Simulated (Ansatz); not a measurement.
These are PBE (plane waves to 420 eV, PAW, scalar-relativistic; Ansatz, a quantum-chemistry and plane-wave program) values and carry that method's errors. Harmonic phonons (DFPT) of each relaxed crystal were computed at Γ and up to three half-step zone-boundary points.

**Question.** Exactly one of them has no imaginary mode there. Which?
A. CsPbCl$_{3}$ (cubic perovskite), a = b = c = 5.736 Å, α = β = γ = 90.00°
B. BAs (zinc blende), a = b = c = 4.809 Å, α = β = γ = 90.00°
C. HfO$_{2}$ (tetragonal-ZrO2 type, space group P4_2/nmc), a = b = 3.604 Å, c = 5.264 Å, α = β = γ = 90.00°

**Answer.** B, BAs (zinc blende), a = b = c = 4.809 Å, α = β = γ = 90.00°. Lowest modes: CsPbCl3 44i cm⁻¹ at R = (0.5, 0.5, 0.5); HfO2 21i cm⁻¹ at Z = (0.0, 0.0, 0.5); BAs 139 cm⁻¹ at L = (0.5, 0.0, 0.0)

All were relaxed with their symmetry unable to fall. HfO2 is run without spin polarisation. Spin-orbit coupling is left out. This is a high-temperature form of CsPbCl3. This is a high-temperature form of HfO2.
